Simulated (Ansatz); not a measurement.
Consider the following.

C:
```cif
data_C8
_chemical_formula_sum 'C8'
_space_group_name_H-M_alt 'Fd-3m :1'
_space_group_IT_number 227
_space_group_name_Hall 'F 4d 2 3 -1d'
_cell_length_a 3.55456
_cell_length_b 3.55456
_cell_length_c 3.55456
_cell_angle_alpha 90.000
_cell_angle_beta 90.000
_cell_angle_gamma 90.000
loop_
_atom_site_label
_atom_site_type_symbol
_atom_site_symmetry_multiplicity
_atom_site_Wyckoff_symbol
_atom_site_fract_x
_atom_site_fract_y
_atom_site_fract_z
_atom_site_occupancy
C1 C 8 a 0.00000 0.00000 0.00000 1
```
(The calculation used a cell of 2 atoms; values per cell refer to that cell.)

This is the r²SCAN+D4-relaxed structure.

Question: All from the program Ansatz at the r²SCAN+D4 level (PAW), unless another level is named. Estimate the smallest direct gap on the standard path.

Answer: 5.91 eV.

Question: And the band gap?

Answer: 4.37 eV (indirect).

Question: Predict the conduction-band minimum.

Answer: on the Γ–X line, 72 % of the way from Γ (6 equivalent valleys).

Question: Give the valence-band maximum.

Answer: at Γ.

The r²SCAN+D4 relaxation kept the symmetry of its start.

Potentials: the later of the program's two PAW sets.
